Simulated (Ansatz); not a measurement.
Structure: In3BiP2 as one 6-atom ordering (Imm2) on the zincblende lattice, at its r2SCAN minimum. The symmetry is Imm2 (No. 44, orthorhombic); conventional cell a = 4.356 Å, b = 13.105 Å, c = 6.185 Å, 29.42 Å³ an atom. P is surrounded by 4 In at 2.57–2.60 Å; In is surrounded by 3 P at 2.57–2.60 Å and 1 Bi at 2.89 Å; Bi is surrounded by 4 In at 2.85–2.89 Å; In is surrounded by 2 P at 2.57 Å and 2 Bi at 2.85 Å.

```cif
data_structure
_symmetry_space_group_name_H-M 'Imm2'
_symmetry_Int_Tables_number 44
_cell_length_a 4.3564
_cell_length_b 13.1051
_cell_length_c 6.1847
_cell_angle_alpha 90.000
_cell_angle_beta 90.000
_cell_angle_gamma 90.000
_cell_volume 353.09
loop_
_atom_site_label
_atom_site_type_symbol
_atom_site_symmetry_multiplicity
_atom_site_Wyckoff_symbol
_atom_site_fract_x
_atom_site_fract_y
_atom_site_fract_z
_atom_site_occupancy
P1 P 4 d 0.00000 0.33016 0.00132 1
In1 In 4 d 0.50000 0.31814 0.23010 1
Bi1 Bi 2 a 0.00000 0.00000 0.99513 1
In2 In 2 b 0.50000 0.00000 0.29203 1
```

The questions ask for values computed with Ansatz 0.2.0 on this geometry. Values at 0 K without nuclear motion; no magnetic order is allowed, and the phase may be a hypothetical one.

Problem. Is there a gap with PBE, and of what kind?

Solution. PBE gives no gap: the lowest nominally empty band dips 0.03 eV below the top of the last filled one (its bottom at Γ–Λ₀ (0.10 of the way from Γ), the top at Γ–X (0.25 of the way from Γ)), so the cell is a metal or semimetal at this level.

Problem. How does the gap change from PBE to PBE+SOC (8×8×8)?

Solution. With PBE+SOC the valence top lies at Γ–X (0.50 of the way from Γ) and the conduction bottom at Γ–Λ₀ (0.10 of the way from Γ), 0.19 eV higher; the smallest vertical gap, at Γ–Λ₀ (0.10 of the way from Γ), is 0.34 eV.

Problem. How does the gap change from PBE to r2SCAN (8×8×8)?

Solution. With r2SCAN the bands overlap by 0.03 eV (counted from 1, band 32 peaks at Γ–X (0.20 of the way from Γ) and band 33 bottoms out at Γ–Λ₀ (0.10 of the way from Γ)): no gap.

Only the levels marked +SOC include spin-orbit coupling.

Where an edge lies off the special points, it is a point of the mesh or the k point where a search put PBE's edge or least direct gap, reused for the other functionals, whose own edges may lie a little apart.

Small gaps with spin-orbit coupling can be splittings of inverted bands, not the fundamental gap; semilocal functionals often invert bands that the real crystal keeps in order.
